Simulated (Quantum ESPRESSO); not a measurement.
KF (Fm-3m) under strain

```xyz
2
Lattice="0.0000 2.6544 2.6544 2.6544 0.0000 2.6544 2.6544 2.6544 0.0000" Properties=species:S:1:pos:R:3 pbc="T T T"
K      0.0000     0.0000     0.0000
F      2.6544     2.6544     2.6544
```
The cell comes from the Materials Project (a computed structure). It is KF in Fm-3m. Stability against distortions was not tested.

Isotropic strain: all lattice vectors are scaled together, so the volume changes by about three times as much; fractional positions kept.

Method: shieldings by PBE GIPAW (a modified build of Quantum ESPRESSO, JTH PAW datasets), 22.5 Ha, k-mesh 5×5×5 shifted, f-sum rule met within 0.003 %. Values are those of the named site's first atom. These are absolute shieldings with no macroscopic susceptibility term; δ = σ_ref − σ needs a reference computed alike. By our sweeps, such settings leave a few ppm in absolute σ.

Unchanged cell: σ_iso K (ppm) = 1166.5, σ_iso F (ppm) = 251.7.

Q: How do these values move along the path (lattice scale factor: 0.98, 0.99, 1.01, 1.02)?

A: 
```
lattice scale factor  σ_iso K (ppm)  σ_iso F (ppm)
--------------------  -------------  -------------
0.98                         1149.4          231.8
0.99                         1158.2          242.0
1                            1166.5          251.7
1.01                         1174.4          261.0
1.02                         1181.8          269.9
```
